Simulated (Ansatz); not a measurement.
TiS$_{2}$:
Space group P6₃/mmc (No. 194); a = 3.274 Å, b = 3.274 Å, c = 11.396 Å, α = 90.00°, β = 90.00°, γ = 120.00°

```tsv
atom	site	symmetry	x	y	z
Ti	2c	-6m2	0.3333	0.6667	0.2500
S	4f	3m.	0.6667	0.3333	0.1201
```

Relaxed with LDA.

Q: Which orbitals make up the states near the Fermi level in DFT-LDA in the program Ansatz with PAW potentials?

A: Within 0.5 eV of the Fermi level: Ti 3d 67 %, S 3p 28 %. Projections are on Löwdin-orthogonalised atomic valence shells; empty p or d shells of many metals are not among them.

Q: Tabulate the density of states.

A: States/eV per cell of 6 atoms, in 0.25 eV bins, energy from the Fermi level.

```
E (eV)  total  S 3p  Ti 3d  S 3s
------  -----  ----  -----  ----
-7.85    0.00  0.00   0.00  0.00
-7.60    0.00  0.00   0.00  0.00
-7.35    0.00  0.00   0.00  0.00
-7.10    0.00  0.00   0.00  0.00
-6.85    0.00  0.00   0.00  0.00
-6.60    0.00  0.00   0.00  0.00
-6.35    0.00  0.00   0.00  0.00
-6.10    0.00  0.00   0.00  0.00
-5.85    0.04  0.03   0.01  0.00
-5.60    0.37  0.28   0.06  0.01
-5.35    1.47  1.09   0.20  0.03
-5.10    3.21  2.39   0.46  0.06
-4.85    4.41  3.28   0.72  0.06
-4.60    3.47  2.53   0.60  0.06
-4.35    5.62  4.35   0.97  0.10
-4.10    4.72  3.50   0.88  0.15
-3.85    4.00  2.85   0.69  0.23
-3.60    5.04  3.61   0.88  0.28
-3.35    3.82  2.69   0.74  0.20
-3.10    4.97  3.50   0.94  0.28
-2.85    4.05  2.90   0.80  0.17
-2.60    4.12  3.00   0.88  0.09
-2.35    7.15  5.02   1.82  0.12
-2.10    5.65  3.79   1.64  0.07
-1.85    5.35  3.47   1.71  0.03
-1.60    6.01  4.02   1.80  0.02
-1.35    4.47  3.17   1.17  0.02
-1.10    6.89  5.14   1.46  0.15
-0.85    6.97  5.54   1.17  0.12
-0.60    1.94  1.54   0.32  0.05
-0.35    1.04  0.83   0.17  0.03
-0.10    1.41  0.67   0.65  0.02
0.15     3.82  0.89   2.69  0.03
0.40     6.87  1.11   5.42  0.05
0.65     2.94  0.43   2.40  0.03
0.90     1.17  0.21   0.91  0.02
1.15     0.61  0.15   0.43  0.02
1.40     0.33  0.09   0.22  0.01
1.65     0.11  0.03   0.07  0.00
1.90     0.61  0.04   0.54  0.00
2.15     4.20  0.58   3.44  0.02
2.40     9.40  1.54   7.53  0.07
2.65    12.43  2.62   9.06  0.27
2.90     5.98  1.86   3.76  0.08
3.15     8.24  2.89   4.92  0.12
3.40     4.73  1.59   2.79  0.13
3.65     5.72  1.96   3.34  0.18
3.90     4.34  1.61   2.45  0.14
4.15     5.02  1.84   2.82  0.21
4.40     2.96  1.13   1.61  0.14
4.65     0.35  0.14   0.19  0.02
```

Space group P6_3/mmc. The first step of the workflow began from a Materials Project structure, measured or hypothetical; the Crystallography Open Database copy checked does not list it. It is not the phase usual at ambient conditions (space group No. 164). Symmetry was held in the LDA relaxation; its stability against distortions is not shown here. No spin polarisation was allowed. A crystal of weakly bound layers computed without a dispersion correction: the cell and the soft elastic constants depend strongly on that.

Potentials: the later of the program's two PAW sets.
